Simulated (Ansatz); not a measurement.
Theory: DFT PBE, scalar-relativistic, plane waves, PAW in Ansatz 0.2.0. Cutoff 420 eV, Γ-centred meshes of about 0.25 Å⁻¹ or finer for metals and 0.3 Å⁻¹ for insulators (2π included), Gaussian smearing. No spin polarisation.

A search over trial structures of Zn2Ga2O3 gave this relaxed cell.

```xyz
7
Lattice="3.0310 0.0000 0.0000 -1.5155 2.6250 0.0000 0.0000 0.0000 13.4178" Properties=species:S:1:pos:R:3 pbc="T T T"
Zn    0.0000    0.0000    8.6478
Zn    1.5155    0.8750   10.8974
Ga    0.0000    0.0000    4.2513
Ga    1.5155    0.8750    1.1689
O     0.0000    0.0000    2.4136
O     1.5155    0.8750    4.9482
O     0.0000    1.7500    0.3452
```

Wave vectors count in units of this cell's reciprocal vectors.

Question: Does it survive phonon and random-displacement tests?

Answer: No. The phonons on a 3×3×1 q mesh of the computed 7-atom cell go imaginary, to 31i cm⁻¹ at q = (0.33, 0.33, 0.00). (Phonon run: 12×12×4 k mesh, Gaussian smearing of 0.10 eV.) With atoms moved at random and symmetry off, it falls by 38 meV/atom into P1 (No. 1). Conventional cell: a = 3.060 Å, b = 3.061 Å, c = 12.755 Å, α = 90.6°, β = 90.2°, γ = 120.0°. Around Zn on its first site lie 3 Zn at 2.70 Å and 6 Zn at 3.06 Å; Zn on its second site has 1 O at 2.25 Å and 3 Zn at 2.70 Å; around Ga on its first site lie 4 O at 1.88–1.89 Å; O on its first site has 1 Ga at 1.89 Å and 3 Ga at 2.11–2.12 Å; 3 more sites not described.

```yaml
crystal:
  lattice:
    - [3.06024, 0.00000, 0.00000]
    - [-1.52940, 2.65153, 0.00000]
    - [-0.03421, -0.17640, 12.75333]
  atoms:
    - { symbol: Zn, position: [0.22085, 0.45087, 0.67121] }
    - { symbol: Zn, position: [0.56102, 0.12754, 0.83083] }
    - { symbol: Ga, position: [0.91594, 0.82553, 0.31569] }
    - { symbol: Ga, position: [0.23880, 0.47802, 0.07648] }
    - { symbol: O, position: [0.90942, 0.81600, 0.16745] }
    - { symbol: O, position: [0.25151, 0.49544, 0.36612] }
    - { symbol: O, position: [0.56912, 0.13994, 0.00722] }
```

No dispersion correction is applied, so the spacing and binding between layers, chains or molecules are poorly described. Phonons of metals hang on the k mesh and the smearing.
